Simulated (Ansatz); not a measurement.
Here is an unrelaxed guess for BaTaH4.

```yaml
crystal:
  lattice:
    - [3.26658, 0.00000, 0.00000]
    - [0.00000, 3.83456, 0.00000]
    - [0.00000, 0.00000, 6.06152]
  atoms:
    - { symbol: Ba, position: [0.00000, 0.00000, 0.96030] }
    - { symbol: Ta, position: [0.50000, 0.00000, 0.55092] }
    - { symbol: H, position: [0.00000, 0.50000, 0.68112] }
    - { symbol: H, position: [0.50000, 0.50000, 0.11963] }
    - { symbol: H, position: [0.50000, 0.50000, 0.79532] }
    - { symbol: H, position: [0.00000, 0.50000, 0.39270] }
```

All numbers below come from DFT PBE, scalar-relativistic, plane waves, PAW in Ansatz 0.2.0. Cutoff 420 eV; k points 6×4×4 on the computed 6-atom cell (Γ-centred); Gaussian smearing, width 0.10 eV; no spin polarisation.

Energies over the elements count from the elements' standard structures at the same level (H₂ as a molecule), with no fitted energy shifts.

Q: How far from equilibrium is it?

A: The pressure is -4.0 GPa (the mean over three directions, positive in compression), the largest force is 4.06 eV/Å, and the energy is +0.91 eV/atom against the elements. The shortest distance is 1.75 Å.

Q: Is it a good guess?

A: A rough one: relaxing gains about 0.49 eV/atom (the start's value is from the coarse mesh, so the gain is rough) in 23 ionic steps and ends at +0.42 eV/atom on the finer mesh. The symmetry stays Pmm2 (No. 25). The volume per atom shrinks by 11.7 %, from 12.7 to 11.2 Å³. The shortest distance goes from 1.75 Å (H–H) to 1.62 Å (H–H). Conventional cell: a = 3.003 Å, b = 3.275 Å, c = 6.816 Å. Around Ba lie 4 H at 2.37 Å, 6 H at 2.85–2.91 Å, 2 Ba at 3.00 Å, 2 H at 3.15 Å, 2 Ba at 3.28 Å and 4 Ta at 3.67–3.89 Å; around Ta lie 2 H at 2.06 Å, 4 H at 2.28 Å, 4 H at 2.48 Å, 2 Ta at 3.00 Å, 2 H at 3.09 Å, 2 Ta at 3.28 Å, 4 Ba at 3.67–3.89 Å and 4 H at 3.87 Å; H on its first site is surrounded by 1 H at 1.62 Å, 2 H at 1.87 Å and 4 Ta at 2.28 Å; 3 more sites not described.

The last run used a 12×12×6 mesh (in the run's order of axes) for its 6-atom cell and Gaussian smearing of 0.10 eV. Spin–orbit coupling, which can matter for Ta, is left out. The cell is a metal run without spin; a magnetic state may lie lower. With hydrogen, zero-point motion can shift formation energies by some tens of meV/atom. The relaxation can't lower the symmetry of the start, and the grade says only how near the guess is to its own end. A structure relaxed within its symmetry needn't be a true minimum.
